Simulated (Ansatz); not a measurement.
Space group P6_3/mmc (No. 194). a = 3.141 Å, b = 3.141 Å, c = 12.579 Å, α = 90.00°, β = 90.00°, γ = 120.00°
| atom | site | symmetry | x | y | z |
| --- | --- | --- | --- | --- | --- |
| Mo | 2c | -6m2 | 0.3333 | 0.6667 | 0.2500 |
| S | 4f | 3m. | 0.3333 | 0.6667 | 0.6261 |

Equation of state of this MoS₂ structure (not necessarily the ground state), with shape and atoms relaxed at each volume where symmetry leaves them free. Method: Ansatz 0.2.0, DFT PBEsol, scalar-relativistic, plane waves, PAW.

Plane waves to 420 eV, a k mesh through Γ of 12×12×4 on the computed 6-atom cell and Gaussian smearing (0.02 eV); no spin polarisation.

| V (Å³/atom) | E − E(largest V) (meV/atom) | P (GPa) | gap on mesh (eV) |
| --- | --- | --- | --- |
| 16.842 | 3.94 | 2.24 | 0.69 |
| 17.380 | -1.03 | 0.84 | 0.84 |
| 17.917 | -2.28 | 0.00 | 0.98 |
| 18.455 | -1.54 | -0.42 | 1.12 |
| 18.992 | 0.00 | -0.52 | 1.26 |

**Question.** Fit a third-order Birch–Murnaghan equation to E(V).

**Answer.** V0 = 17.92 Å³/atom, B0 = 20 GPa, B0' = 23.1. B0' is unusual or poorly fixed by this range.

The cell holds layers, and where no dispersion correction was added their binding is poorly described.

Cost: 5 runs of about 4.5 core-minutes in all, on Arm Neoverse V2 (shared hosts).